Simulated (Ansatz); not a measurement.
ReS$_{2}$:
```
CELL_PARAMETERS angstrom
      0.00000     2.88082     2.88082
      2.88082     0.00000     2.88082
      2.88082     2.88082     0.00000
ATOMIC_POSITIONS crystal
  Re 0.00000 0.00000 0.00000
  S  0.25000 0.25000 0.25000
  S  0.75000 0.75000 0.75000
```

Relaxed with PBE. Special points in fractions of this cell's reciprocal vectors: Γ (0.000, 0.000, 0.000); X (0.500, 0.000, 0.500); U (0.625, 0.250, 0.625); K (0.375, 0.375, 0.750); L (0.500, 0.500, 0.500); W (0.500, 0.250, 0.750).

### Question
List the band energies nearest the Fermi level at these points for the program Ansatz at the PBE level (PAW).

### Answer
In eV from the Fermi level; about four levels below and three above (degenerate sets whole), none deeper than 8.9 eV; points with the same levels are listed once.

```
k                          below                above
-  -----------------------------  -------------------
Γ  -1.41 -1.41 -0.58 -0.58 -0.58       4.61 4.61 4.61
X        -2.92 -2.92 -1.53 -0.21  1.06 1.81 3.69 3.69
U        -3.67 -2.67 -0.64 -0.05       0.23 1.91 3.27
L  -3.25 -3.25 -3.18 -0.85 -0.85       1.66 4.31 4.31
W        -4.15 -4.15 -2.86 -0.57  0.17 0.67 2.09 2.09
```

Space group Fm-3m (fluorite). The cell is a constructed one: a structure type filled with these elements; neither database checked (COD, Materials Project) lists it. Its standing as an ambient phase is unchecked. The cell was relaxed with PBE under the symmetry of its start; whether a distortion lowers the energy is not shown. No spin polarisation was allowed. With an odd number of electrons in the cell and no spin polarisation, the count alone makes it a metal. Scalar-relativistic: spin–orbit coupling is off unless named, which matters more the heavier the elements.

Potentials: the later of the program's two PAW sets.
